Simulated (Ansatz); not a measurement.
# A trial form of YZrF2

All numbers below come from DFT PBE, scalar-relativistic, plane waves, PAW in Ansatz 0.2.0. Cutoff 420 eV, Gaussian smearing, Γ-centred meshes. Cell and atoms relax first on a coarse mesh and then on a finer one. In between, the cell is made exact in the group found at 0.06 Å. In metals the finer mesh still leaves noise of several meV/atom or more. The steps can't lower the symmetry of their start. No spin polarisation in the relaxation; trial moments died out in a coarse test.

Recipe of this trial structure of YZrF2: perovskite family, infinite layers (P4/mmm, No. 123) (A site Y; B site Zr; X site F). Its size is a rough estimate.

```
Y Zr F
1.0
     4.46048    0.00000    0.00000
     0.00000    4.46048    0.00000
     0.00000    0.00000    2.62768
Y Zr F
1 1 2
Direct
  0.50000 0.50000 0.50000
  0.00000 0.00000 0.00000
  0.50000 0.00000 0.00000
  0.00000 0.50000 0.00000
```

Energies over the elements count from the elements' standard structures at the same level (F₂ as a molecule), with no fitted energy shifts.

Problem. Which structure results?

Solution. The symmetry stays P4/mmm (No. 123). The volume per atom grows by 30.3 %, from 13.1 to 17.0 Å³. The shortest distance goes from 2.23 Å (Zr–F) to 2.26 Å (Zr–F). The ratio c/a of the conventional cell changes by a factor of 1.26. The energy falls by about 0.37 eV/atom (the start's value is from the coarse mesh). Conventional cell: a = 4.516 Å, c = 3.340 Å. Y has 8 F at 2.81 Å, 2 Y at 3.34 Å and 8 Zr at 3.60 Å; around Zr lie 4 F at 2.26 Å, 2 Zr at 3.34 Å and 8 Y at 3.60 Å; around F lie 2 Zr at 2.26 Å and 4 Y at 2.81 Å.

```cif
data_structure
_symmetry_space_group_name_H-M 'P4/mmm'
_symmetry_Int_Tables_number 123
_cell_length_a 4.5160
_cell_length_b 4.5160
_cell_length_c 3.3404
_cell_angle_alpha 90.000
_cell_angle_beta 90.000
_cell_angle_gamma 90.000
_cell_volume 68.12
loop_
_atom_site_label
_atom_site_type_symbol
_atom_site_symmetry_multiplicity
_atom_site_Wyckoff_symbol
_atom_site_fract_x
_atom_site_fract_y
_atom_site_fract_z
_atom_site_occupancy
Y1 Y 1 d 0.50000 0.50000 0.50000 1
Zr1 Zr 1 a 0.00000 0.00000 0.00000 1
F1 F 2 f 0.50000 0.00000 0.00000 1
```

Problem. How does it come out in energy, and is it a metal?

Solution. The energy over the elements is −1.68 eV/atom and the gap on the 10×10×14 mesh of the 4-atom cell is 0 eV (a metal).

A negative formation energy is needed for stability but isn't enough: competing phases decide.

The last run used Gaussian smearing of 0.10 eV. An odd number of electrons in the primitive cell allows no gap without spin; a larger cell or a magnetic state could open one. Symmetry constrained the relaxation, so the result can be a saddle point. In all, the 3 runs took 93 s on 1 thread of Arm Neoverse V1, with other jobs on the host.
